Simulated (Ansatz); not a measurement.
MoN2:
```cif
data_Mo2N4
_chemical_formula_sum 'Mo2 N4'
_space_group_name_H-M_alt 'P4/mbm'
_space_group_IT_number 127
_space_group_name_Hall '-P 4 2ab'
_cell_length_a 4.26435
_cell_length_b 4.26435
_cell_length_c 2.70718
_cell_angle_alpha 90.000
_cell_angle_beta 90.000
_cell_angle_gamma 90.000
loop_
_atom_site_label
_atom_site_type_symbol
_atom_site_symmetry_multiplicity
_atom_site_Wyckoff_symbol
_atom_site_fract_x
_atom_site_fract_y
_atom_site_fract_z
_atom_site_occupancy
Mo1 Mo 2 a 0.00000 0.00000 0.00000 1
N1 N 4 h 0.38757 0.11243 0.50000 1
```

This is the LDA-relaxed structure.

Problem. All from plane-wave PAW LDA (Ansatz code), unless another level is named. Give the electronic character.

Solution. metallic (no gap).

Problem. What about the formation energy from the elements (no fitted shifts)?

Solution. -0.35 eV/atom.

Problem. And the density of states at the Fermi level?

Solution. 0.25 states/eV per atom (mean over ±0.08 eV).

The first step of the workflow began from a Materials Project structure, measured or hypothetical; the Crystallography Open Database copy checked does not list it. Whether it is the stable phase at ambient conditions was not checked. The LDA relaxation kept the symmetry of its start; of distortions, only those at the zone centre were tested. No spin polarisation was allowed. The references are the lowest solids computed at this level, not always the standard phases (solids in place of the gases). Spin–orbit coupling is left out wherever it is not named.

Potentials: the later of the program's two PAW sets.
